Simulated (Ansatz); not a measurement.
Level of theory: DFT PBE, scalar-relativistic, plane waves, PAW in Ansatz. All cells share a 420 eV cutoff and Γ-centred k meshes spaced at most about 0.3 Å⁻¹ (about 0.25 or finer for metals, 2π included). No spin polarisation in the final relaxations.

All energies are static (0 K, no zero-point motion).

Compare these two cells of SnTe₃As, each relaxed at this level.

A.

```yaml
crystal:
  lattice:
    - [5.46696, 0.00000, 0.00000]
    - [0.00000, 5.46696, 0.00000]
    - [0.00000, 0.00000, 5.46696]
  atoms:
    - { symbol: Sn, position: [0.00000, 0.00000, 0.00000] }
    - { symbol: Te, position: [0.00000, 0.50000, 0.50000] }
    - { symbol: Te, position: [0.50000, 0.00000, 0.50000] }
    - { symbol: Te, position: [0.50000, 0.50000, 0.00000] }
    - { symbol: As, position: [0.50000, 0.50000, 0.50000] }
```

B.

```yaml
crystal:
  lattice:
    - [5.41823, 0.00000, 0.00000]
    - [0.00000, 5.41823, 0.00000]
    - [0.00000, 0.00000, 6.11038]
  atoms:
    - { symbol: Sn, position: [0.50000, 0.50000, 0.86063] }
    - { symbol: Te, position: [0.50000, 0.00000, 0.11834] }
    - { symbol: Te, position: [0.00000, 0.50000, 0.11834] }
    - { symbol: Te, position: [0.00000, 0.00000, 0.54605] }
    - { symbol: As, position: [0.00000, 0.00000, 0.96483] }
```

Problem. Which would you expect to be lower, and how large is the difference?

Solution. B is lower, by 202 meV/atom. A has the antiperovskite type, space group Pm-3m (No. 221), 32.7 Å³/atom and no gap on its mesh; B has space group P4mm (No. 99), 35.9 Å³/atom and no gap. Counting Sn or Te atoms around As (for each partner element, those within 1.25 times its shortest distance or 1.15 times the sum of covalent radii, where it is the nearest in units of that sum or under 1.3), A has As 6 and B has As 5. Even the lower one lies +0.12 eV/atom against the reference forms of the elements (uncorrected), so neither is stable at this level. In A, around Sn lie 12 Te at 3.87 Å; Te is surrounded by 2 As at 2.73 Å, 4 Sn at 3.87 Å and 8 Te at 3.87 Å; As has 6 Te at 2.73 Å. In B, around Sn lie 4 Te at 3.13 Å; around Te on a site of symmetry 2mm lie 2 As at 2.87 Å and 2 Sn at 3.13 Å; As is surrounded by 1 Te at 2.56 Å and 4 Te at 2.87 Å; 1 more site not described. Both come from invented guesses.

No dispersion correction is applied, so the spacing and binding between layers, chains or molecules are poorly described (P4mm), and this can change margins and order among such cells. Spin–orbit coupling, which can matter for Te, is left out. In Pm-3m, P4mm an odd number of electrons in the primitive cell allows no gap without spin; a larger cell or a magnetic state could open one. A magnetic state wasn't ruled out in cells without spin, among them Pm-3m, P4mm. Cells relaxed within their symmetry can be saddle points.
